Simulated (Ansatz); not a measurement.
CuTl3 and the effect of the dispersion correction

The cell as given:

The structure is cubic, space group Pm-3m (No. 221). Conventional cell: a = 4.717 Å, b = 4.717 Å, c = 4.717 Å, α = 90.00°, β = 90.00°, γ = 90.00°. Tl (site symmetry 4/mmm) is surrounded by 8 Tl at 3.34 Å and 4 Cu at 3.34 Å. Around Cu (site symmetry m-3m) lie 12 Tl at 3.34 Å.

The cell comes from a database or a generator and needn't be the stable form of this composition.

Kept alike: task relaxation of cell and atoms; functional PBE; k mesh 6 × 6 × 6; occupations fermi-dirac, width 0.05 eV; no spin polarisation. Program: Ansatz, Ansatz PAW, cutoff 420 eV. The mesh is that of the run's cell of 4 atoms. No spin-orbit coupling.

```csv
dispersion correction,volume (Å³/atom)
D3(BJ),24.601
D3(BJ)-ATM,24.812
D4,24.609
none,26.238
```

Stopped at the starting cell, within the stress tolerance: none. The relaxations keep at least the cell's symmetry (Pm-3m). For a metal such a mesh leaves the last digits unconverged. Relaxations stop with a little pressure left, so the last digits of a volume or edge aren't settled.

What does the dispersion correction change here?

The volume runs from 24.601 (D3(BJ)) to 26.238 Å³/atom (none). Against no correction: D3(BJ) -6.2 %; D3(BJ)-ATM -5.4 %; D4 -6.2 %. Dispersion terms mostly attract and so lower the volume; the schemes' coefficients and damping set how far.
